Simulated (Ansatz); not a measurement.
Starting cell, Si (diamond):

```xyz
2
Lattice="0.0000 2.7352 2.7352 2.7352 0.0000 2.7352 2.7352 2.7352 0.0000" Properties=species:S:1:pos:R:3 pbc="T T T"
Si     2.7352     2.7352     2.7352
Si     4.1027     4.1027     4.1027
```

The atoms are displaced by Q × the pattern below (from a DFPT mode at Γ, largest move 1; Q in Å), at fixed cell. It is one choice among 3 degenerate patterns.

```csv
atom,x,y,z
Si1,0.000,0.000,1.000
Si2,0.000,0.000,-1.000
```

Computed with PBE (plane waves to 420 eV, PAW, scalar-relativistic; Ansatz, a first-principles code). k mesh 10×10×10 (Γ-centred), Fermi-Dirac smearing 0.05 eV. As the smearing reaches across the gap at some points, energies and forces of such displacements shift with the k mesh and the smearing. Si was relaxed with its symmetry unable to fall. 

```csv
Q (Å),−dE/dQ from forces (eV/Å)
-0.100,4.869
-0.083,4.122
-0.067,3.370
-0.050,2.566
-0.033,1.729
-0.017,0.868
0.000,0.000
0.017,-0.868
0.033,-1.729
0.050,-2.566
0.067,-3.370
0.083,-4.122
0.100,-4.869
```

Question: What harmonic wavenumber does the curvature at Q = 0 give?

Answer: 503 cm⁻¹. E″ = 52.18 eV/Å², M = Σ mᵢ|uᵢ|² = 56.2 u, ν̃ = 521.5·√(|E″|/M).

(A displaced cell: forces are minus the slopes of the energy, force constants its curvatures, and phonons follow from these.)
